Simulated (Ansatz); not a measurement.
Al2Au (MoSi2 or CaC2 type, I4/mmm) at seven volumes, PBEsol in the plane-wave PAW code Ansatz, shape and atoms relaxed at each. One row is withheld.

```
V (Å³/atom)  P (GPa)
-----------  -------
15.195         12.08
15.696             ?
16.197          3.35
16.698          0.00
17.199         -2.77
17.700         -5.10
18.201         -6.94
```

Question: Fit the shown pressures and predict the withheld one.

Answer: Third-order Birch–Murnaghan: P = (3/2)B₀(x^(7/2) − x^(5/2))[1 + (3/4)(B′ − 4)(x − 1)] with x = (V₀/V)^(2/3). Least squares on the six rows gives V₀ = 16.699 Å³/atom, B₀ = 100.7 GPa, B′ = 5.09. At V = 15.696, x = 1.0422 and P = 7.30 GPa. The run itself gave 7.34 GPa.

A made-up cell: these elements were put on the sites of a structure type; neither database checked (COD, Materials Project) lists it. COD files the formula under space group No. 225. Whether it is the stable phase at ambient conditions was not checked. The cell was relaxed with PBEsol under the symmetry of its start; its stability against distortions is not shown here. Spin–orbit coupling is left out wherever it is not named.

Potentials: the earlier of the program's two PAW sets. The files were generated under PBE; for other functionals the program regenerates the frozen cores, and for LDA and PBEsol the local potential too.
